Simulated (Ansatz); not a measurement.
## BaZnPF — 135Ba NMR of the central transition

Cell: a COD entry whose atoms were relaxed with PBE, the cell held.

```cif
data_BaZnPF
_symmetry_space_group_name_H-M 'P4/nmm:1'
_symmetry_Int_Tables_number 129
_cell_length_a 4.1563
_cell_length_b 4.1563
_cell_length_c 9.4574
_cell_angle_alpha 90.000
_cell_angle_beta 90.000
_cell_angle_gamma 90.000
loop_
_atom_site_label
_atom_site_type_symbol
_atom_site_symmetry_multiplicity
_atom_site_Wyckoff_symbol
_atom_site_fract_x
_atom_site_fract_y
_atom_site_fract_z
Ba Ba 2 c 0.5000 0.0000 0.3304
Zn Zn 2 a 0.5000 0.5000 0.0000
P P 2 c 0.0000 0.5000 0.1492
F F 2 b 0.5000 0.5000 0.5000
```

One atom of each set is listed.

Computed with Ansatz: DFT, PBE, plane waves and PAW, with spin–orbit coupling, 420 eV cutoff, Γ-centred 8×8×4 k-points, Fermi–Dirac smearing 0.05 eV.

135Ba has I = 3/2 and Q = 153.0 mb (Pyykkö 2018); at 18.8 T its Larmor frequency is ν₀ = 80.1 MHz (from the bare nuclear moment; shielding lowers the observed one by a per cent or two). Only the quadrupole interaction is simulated: positions count from each site's isotropic chemical shift, and J coupling is left out, as are shift anisotropy and dipolar coupling, which fast spinning averages.

**Question.** Give C_Q, η, the quadrupolar product P_Q = |C_Q|(1 + η²/3)^½, the second-order isotropic shift and the breadth of the pattern (fast magic-angle spinning) for each Ba site.

**Answer.** 

```json
{"site": "Ba", "first shell": "4 F at 2.63 Å, 4 P at 3.40 Å", "C_Q (MHz)": "-3.39", "η": "0.00", "P_Q (MHz)": "3.39", "δ_QIS (ppm)": "-44.8", "breadth (kHz)": "7.68"}
```

δ_QIS = −(ν_Q²/30ν₀²)[I(I+1) − 3/4](1 + η²/3) × 10⁶ ppm with ν_Q = 3|C_Q|/[2I(2I−1)]; it falls as 1/B₀² in ppm, and the breadth as 1/B₀ in kHz.

An axis of threefold or higher order runs through Ba, so V_zz lies along it and η is zero.

With a gap of 0.4 eV on this mesh, small gradients can still move by 0.1 × 10²¹ V/m² or more as the k-mesh gets denser.
